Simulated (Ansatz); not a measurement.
Q: Y (hcp (Mg type), space group No. 194) is relaxed with PBEsol in the plane-wave PAW code Ansatz. What lattice parameters of the conventional cell result?

A: a = 3.600 Å, c = 5.579 Å.

Space group P6_3/mmc (hcp (Mg type)). The cell was relaxed with PBEsol under the symmetry of its start. No spin polarisation was allowed. Axis ratios of metals converge slowly with the k-mesh, so a and c are less sure than the volume.

Potentials: the earlier of the program's two PAW sets. The files were generated under PBE; for other functionals the program regenerates the frozen cores, and for LDA and PBEsol the local potential too.
